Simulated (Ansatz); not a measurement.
## What moves the field gradients of ZnS?

Cell of run 1: an entry of the Crystallography Open Database (COD) (the entry's cell lengths or inner coordinates differ somewhat from later room-temperature determinations), taken as it stands.

Space group P6_3mc (No. 186); a = 3.8120, c = 18.6900 Å, γ = 120.00°.

```csv
site,Wyckoff,site symmetry,x,y,z
Zn1,2a,3m.,0.0000,0.0000,0.0000
Zn3,2b,3m.,0.3333,0.6667,0.1667
Zn5,2b,3m.,0.6667,0.3333,0.3333
S7,2a,3m.,0.0000,0.0000,0.1250
S9,2b,3m.,0.3333,0.6667,0.2917
S11,2b,3m.,0.6667,0.3333,0.4583
```

One atom of each set is listed.

Relaxed positions (PBE, cell held):

Zn1 (0.0000, 0.0000, 0.0000)
Zn3 (0.3333, 0.6667, 0.1667)
Zn5 (0.6667, 0.3333, 0.3333)
S7 (0.0000, 0.0000, 0.1251)
S9 (0.3333, 0.6667, 0.2917)
S11 (0.6667, 0.3333, 0.4582)

All runs are DFT with Ansatz 0.2.0 (plane waves and PAW, scalar-relativistic unless spin–orbit coupling is named, Γ-centred meshes, Fermi–Dirac smearing where given) in this cell.

Run 1: PBE, atoms as given; 420 eV, 8×8×2 k-points, smearing 0.02 eV.
Run 2: r2SCAN, at the relaxed atoms; 500 eV, 8×8×2 k-points, smearing 0.02 eV.
Run 3: PBE, gradients read without the response of the cores, at the relaxed atoms; 420 eV, 8×8×2 k-points, smearing 0.02 eV.

Q: What does each run give, and what moves the gradients most?

A: 

| run | S7 V_zz (η) |
| --- | --- |
| 1 | 0.15 (0.00) |
| 2 | 0.18 (0.00) |
| 3 | 0.16 (0.00) |

V_zz in 10²¹ V/m²; 1 of the 6 sets of like atoms are followed. Against run 1, the gradient tensors on these sites move by at most 0.03 in run 2 (S7), 0.01 in run 3. Taken one at a time, the functional (r2SCAN with its higher cutoff) moves the tensors on these sites by up to 0.03 (largest principal value of the change, on S7), the response of the cores by 0.01.
